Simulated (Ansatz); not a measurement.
Two inputs for CdTe with potassium replacing Cd

Cell: a supercell of CdTe (zinc blende type, F-43m) built from an entry of the Crystallography Open Database (COD) (the entry's cell lengths or inner coordinates differ somewhat from later room-temperature determinations), with all atoms left at the host's positions.

```
K Cd Te
1.0
     0.00000    9.61500    9.61500
     9.61500    0.00000    9.61500
     9.61500    9.61500    0.00000
K Cd Te
1 26 27
Cartesian
  0.0000 0.0000 0.0000
  3.2050 3.2050 0.0000
  6.4100 6.4100 0.0000
  3.2050 0.0000 3.2050
  6.4100 3.2050 3.2050
  9.6150 6.4100 3.2050
  6.4100 0.0000 6.4100
  9.6150 3.2050 6.4100
  12.8200 6.4100 6.4100
  0.0000 3.2050 3.2050
  3.2050 6.4100 3.2050
  6.4100 9.6150 3.2050
  3.2050 3.2050 6.4100
  6.4100 6.4100 6.4100
  9.6150 9.6150 6.4100
  6.4100 3.2050 9.6150
  9.6150 6.4100 9.6150
  12.8200 9.6150 9.6150
  0.0000 6.4100 6.4100
  3.2050 9.6150 6.4100
  6.4100 12.8200 6.4100
  3.2050 6.4100 9.6150
  6.4100 9.6150 9.6150
  9.6150 12.8200 9.6150
  6.4100 6.4100 12.8200
  9.6150 9.6150 12.8200
  12.8200 12.8200 12.8200
  1.6025 1.6025 1.6025
  4.8075 4.8075 1.6025
  8.0125 8.0125 1.6025
  4.8075 1.6025 4.8075
  8.0125 4.8075 4.8075
  11.2175 8.0125 4.8075
  8.0125 1.6025 8.0125
  11.2175 4.8075 8.0125
  14.4225 8.0125 8.0125
  1.6025 4.8075 4.8075
  4.8075 8.0125 4.8075
  8.0125 11.2175 4.8075
  4.8075 4.8075 8.0125
  8.0125 8.0125 8.0125
  11.2175 11.2175 8.0125
  8.0125 4.8075 11.2175
  11.2175 8.0125 11.2175
  14.4225 11.2175 11.2175
  1.6025 8.0125 8.0125
  4.8075 11.2175 8.0125
  8.0125 14.4225 8.0125
  4.8075 8.0125 11.2175
  8.0125 11.2175 11.2175
  11.2175 14.4225 11.2175
  8.0125 8.0125 14.4225
  11.2175 11.2175 14.4225
  14.4225 14.4225 14.4225
```

Atom numbers follow the list; atoms alike are taken as one site, whose name carries the number of the first.

Reference run. The numbers come from a DFT calculation in Ansatz (PBE, plane waves and PAW, scalar-relativistic, 420 eV cutoff, Γ-centred 2×2×2 k-points, Fermi–Dirac smearing 0.01 eV, cell charge -1).

Task: The input is changed as follows: `kpoints.mp_grid.grid`: [2, 2, 2] → [1, 1, 1]; `scf.n_extra_bands`: not typed → 1. What happens to V_zz (10²¹ V/m²) and η?

Result: 

```
site  atom  V_zz reference  η reference  V_zz changed  η changed
   K     1            0.00            –          0.00          –
 Cd2     2           -1.43         0.74         -1.42       0.81
 Cd5     5            0.45         0.00          0.43       0.00
 Cd9     9            0.31         0.00          0.32       0.00
Cd15    15           -0.17         0.87         -0.22       0.78
Te28    28           -34.3         0.00         -29.1       0.00
Te29    29           -3.59         0.28          1.29       0.74
Te33    33            1.59         0.55          1.69       0.48
Te41    41           -0.40         0.00         -0.51       0.00
```

The largest change of V_zz along a kept axis is on Te28, from -34.3 to -29.1. In per cent, |V_zz| changes by -1 on Cd, -15 to +6 on Te (all sites that start above 0.5, bar those whose gradient vanishes or changes sign or whose main axis turns by over 40°). On Te29 the largest principal value lies along another axis in the second run, so the two V_zz can't be compared directly. Other sites without a gradient aren't listed. SCF iterations: 8 and 9. In the changed run the k-mesh is coarser than the standard one, so its values aren't converged ones.

On the reference run: The defect repeats with the cell of 54 atoms, so it feels its images: sites between two images don't show the values beside a lone defect, and zeros or small values of η there can come from the images' arrangement. A uniform background compensates the cell's charge. Without spin–orbit coupling the gradients at and beside Te can be off by some per cent, at some sites by more. With a gap of 0.9 eV on this mesh, small gradients can still move by 0.1 × 10²¹ V/m² or more as the k-mesh gets denser. The neighbours have not yet relaxed around the defect (largest force 1.9 eV/Å), so a real crystal will differ.
